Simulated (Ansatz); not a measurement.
# Guessed and relaxed cells of SnH5

The guess for SnH5 was made by a generator: random cell by space group and Wyckoff sites (P6/mmm, No. 191). Its size is a rough estimate.

start.cif

```cif
data_structure
_symmetry_space_group_name_H-M 'P 1'
_symmetry_Int_Tables_number 1
_cell_length_a 3.0812
_cell_length_b 3.0812
_cell_length_c 8.0076
_cell_angle_alpha 90.000
_cell_angle_beta 90.000
_cell_angle_gamma 120.000
_cell_volume 65.84
loop_
_atom_site_label
_atom_site_type_symbol
_atom_site_fract_x
_atom_site_fract_y
_atom_site_fract_z
_atom_site_occupancy
Sn1 Sn 0.00000 0.00000 0.50000 1
H1 H 0.50000 0.00000 0.00000 1
H2 H 0.00000 0.50000 0.00000 1
H3 H 0.50000 0.50000 0.00000 1
H4 H 0.00000 0.00000 0.09067 1
H5 H 0.00000 0.00000 0.90933 1
```

The calculation used Ansatz, DFT PBE, scalar-relativistic, plane waves, PAW. Cutoff 420 eV, Gaussian smearing, Γ-centred meshes. Cell and atoms relax first on a coarse mesh and then on a finer one. In between, the cell is made exact in the group found at 0.06 Å. In metals the finer mesh still leaves noise of several meV/atom or more. The steps can't lower the symmetry of their start. No spin polarisation.

end.cif

```cif
data_structure
_symmetry_space_group_name_H-M 'P 1'
_symmetry_Int_Tables_number 1
_cell_length_a 2.9405
_cell_length_b 2.9405
_cell_length_c 8.8530
_cell_angle_alpha 90.000
_cell_angle_beta 90.000
_cell_angle_gamma 120.000
_cell_volume 66.29
loop_
_atom_site_label
_atom_site_type_symbol
_atom_site_fract_x
_atom_site_fract_y
_atom_site_fract_z
_atom_site_occupancy
Sn1 Sn 0.00000 0.00000 0.50000 1
H1 H 0.50000 0.00000 0.00000 1
H2 H 0.00000 0.50000 0.00000 1
H3 H 0.50000 0.50000 0.00000 1
H4 H 0.00000 0.00000 0.29779 1
H5 H 0.00000 0.00000 0.70221 1
```

The symmetry stays P6/mmm (No. 191). The volume per atom grows by 0.7 %, from 11.0 to 11.0 Å³. The shortest distance goes from 1.45 Å (H–H) to 1.47 Å (H–H). The ratio c/a of the conventional cell changes by a factor of 1.16. The energy falls by about 0.42 eV/atom (the start's value is from the coarse mesh). The end is written in a standard setting, so origin, axes and order of atoms can differ from the start's.

| Property | Result |
| --- | --- |
| Volume per atom | 11.0 Å³ |
| Density | 3.1 g/cm³ |
| Formation energy | +0.77 eV/atom |
| Gap on the 12×12×6 mesh of the 6-atom cell | 0 eV (a metal) |

The zero of energy is the elements' standard structures at the same level (H₂ as a molecule); no fitted shifts are applied. The references include grey tin. The separate elements lie lower, so it is unstable against them.

The last run used Gaussian smearing of 0.10 eV. No dispersion correction is applied, so the spacing and binding between layers, chains or molecules are poorly described. The cell is a metal run without spin; a magnetic state may lie lower. With hydrogen, zero-point motion can shift formation energies by some tens of meV/atom. A structure relaxed within its symmetry needn't be a true minimum. In all, the 3 runs took 62 s on 1 thread of Arm Neoverse V2 (shared host). Another cell of SnH5 relaxed alike, in P6/mmm, lies 0.42 eV/atom lower, so this cell isn't the stable form at this level.
